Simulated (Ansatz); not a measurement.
## Si₃N₄: do energies and stresses tell the same story?

The calculation used Ansatz, DFT PBEsol, scalar-relativistic, plane waves, PAW.

Cutoff 420 eV; k points 6×6×6 on the computed 14-atom cell (Γ-centred); Gaussian smearing, width 0.02 eV; no spin polarisation.

Relaxed cell: Fd-3m, a = 7.744 Å, b = 7.744 Å, c = 7.744 Å, α = 90.00°, β = 90.00°, γ = 90.00°, 14 atoms in the primitive cell. This form isn't the usual stable structure of the compound.

Energies at zero smearing and pressures from the stress tensor, at volumes with shape and atoms relaxed:
```
V (Å³/atom) E − E(first) (meV/atom) P (GPa)
      7.298                     0.00    50.97
      7.546                   -66.56    35.15
      7.795                  -110.34    21.58
      8.044                  -134.60     9.94
      8.293                  -142.08    -0.04
      8.542                  -135.18    -8.61
      8.790                  -115.99   -15.93
      9.122                   -74.30   -24.08
```

Question: Check P = −dE/dV between neighbouring volumes, and get the bulk modulus from the pressures alone.

Answer: With 1 eV/Å³ = 160.2 GPa:
| middle V (Å³/atom) | −ΔE/ΔV (GPa) | mean P (GPa) |
| --- | --- | --- |
| 7.422 | 42.863 | 43.055 |
| 7.671 | 28.198 | 28.364 |
| 7.920 | 15.622 | 15.764 |
| 8.168 | 4.817 | 4.952 |
| 8.417 | -4.444 | -4.324 |
| 8.666 | -12.361 | -12.270 |
| 8.956 | -20.135 | -20.005 |

The two differ by 0.19 GPa at most. The mean of two end pressures misses the average over a step by about ΔV² P″/12, up to 0.20 GPa here; with that taken off 0.02 GPa remains. Around V = 8.293 Å³/atom, the two neighbours give B = −V ΔP/ΔV = 8.293 × 18.55 / 0.498 = 309.2 GPa, against B0 = 307.4 GPa from the Birch–Murnaghan fit of the energies.